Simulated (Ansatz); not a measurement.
# Equation of state of silver, omega (AlB2-type)

Computed with Ansatz 0.2.0, DFT, BLYP, plane waves (420 eV) with PAW, scalar-relativistic. The PAW files were generated under PBE, with cores re-solved for the functional.

The cell is scaled uniformly from the relaxed one, with fractional coordinates and shape fixed. Energies are extrapolated to zero smearing, pressures are those at the given smearing. Magnetic state: spin not included.

| V (Å³/atom) | E − E₀ (meV/atom) | P (GPa) |
| --- | --- | --- |
| 17.361 | 76.1 | 12.05 |
| 18.150 | 30.3 | 6.90 |
| 18.939 | 6.7 | 2.97 |
| 19.728 | 0.0 | -0.03 |
| 20.517 | 6.2 | -2.31 |
| 21.306 | 22.2 | -4.03 |
| 22.096 | 45.6 | -5.33 |

Question: Fit a third-order Birch-Murnaghan equation.

Answer: V₀ = 19.71 Å³/atom, B₀ = 65 GPa, B₀′ = 5.9.
